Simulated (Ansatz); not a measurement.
Stress against strain in Sc

```xyz
2
Lattice="3.3088 0.0000 0.0000 -1.6544 2.8655 0.0000 0.0000 0.0000 5.2680" Properties=species:S:1:pos:R:3 pbc="T T T"
Sc    0.0000    1.9103    1.3170
Sc    1.6544    0.9552    3.9510
```

Atom numbers follow the list: Sc1, Sc2.

Conventional cell: a = 3.309 Å, b = 3.309 Å, c = 5.268 Å, α = 90.00°, β = 90.00°, γ = 120.00°. Sc (atom 1) has 12 Sc at 3.25 to 3.31 Å as nearest neighbours.

The cell comes from COD entry 9011704, which wasn't checked; take it as a given geometry.

All numbers below come from Ansatz 0.2.0, DFT, LDA, all-electron LAPW, scalar-relativistic.

Settings: a Γ-centred 13×13×7 k mesh, Fermi–Dirac smearing of 0.03 eV, basis error target 0.5 meV/atom, no spin polarisation.

The strain is applied along the Cartesian axes of the cell as listed (the other components stay zero). Fractional coordinates are held (clamped ions).

σ is the change of stress from the unstrained cell, which is at -5.29 GPa; tension is positive, so slopes are stress–strain coefficients at that pressure. In a metal the k mesh adds noise.

Only quantities that a quadratic follows smoothly over the whole series are listed; rougher ones are left out.

| εzz | σzz (GPa) | σxx (GPa) |
| --- | --- | --- |
| -0.0200 | -1.60 | -0.49 |
| -0.0100 | -0.80 | -0.23 |
| 0.0000 | 0.00 | 0.00 |
| 0.0200 | 1.59 | 0.37 |

Q: Fit the series and read off the stiffness at zero strain.

A: Least-squares fits y = p0 + p1 x + p2 x² to the rows give σzz (GPa): p1 = 79.8, p2 = -11; σxx (GPa): p1 = 21.5, p2 = -150. So C33 = 80 GPa and C13 = 22 GPa, for these axes.

Q: One run, at εzz = 0.0100, is withheld. Predict its row.

A: The fits give 0.80, 0.20; the run gave 0.84, 0.19.
